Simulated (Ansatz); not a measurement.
InGa$_{3}$P$_{4}$ (P-43m) at 2 levels of theory

One geometry, relaxed with PBE; plane waves with PAW potentials in Ansatz, scalar-relativistic. No spin polarisation. Gaps are the least over mesh and band path; pressure is positive in compression.

```cif
data_structure
_symmetry_space_group_name_H-M 'P 1'
_symmetry_Int_Tables_number 1
_cell_length_a 5.6209
_cell_length_b 5.6209
_cell_length_c 5.6209
_cell_angle_alpha 90.000
_cell_angle_beta 90.000
_cell_angle_gamma 90.000
_cell_volume 177.59
loop_
_atom_site_label
_atom_site_type_symbol
_atom_site_fract_x
_atom_site_fract_y
_atom_site_fract_z
_atom_site_occupancy
In1 In 0.50000 0.50000 0.50000 1
Ga1 Ga 0.00000 0.00000 0.50000 1
Ga2 Ga 0.00000 0.50000 0.00000 1
Ga3 Ga 0.50000 0.00000 0.00000 1
P1 P 0.76001 0.76001 0.76001 1
P2 P 0.76001 0.23999 0.23999 1
P3 P 0.23999 0.76001 0.23999 1
P4 P 0.23999 0.23999 0.76001 1
```

```csv
level,cutoff (eV),k mesh,gap (eV),pressure (GPa)
PBE,420,6×6×6,1.04,0.0
```

What comes out on the same cell with r2SCAN?

| level | cutoff (eV) | k mesh | gap (eV) | pressure (GPa) |
| --- | --- | --- | --- | --- |
| r2SCAN | 500 | 6×6×6 | 1.46 | -2.2 |

The cell was found from a structure generator's guess, not taken from experiment.
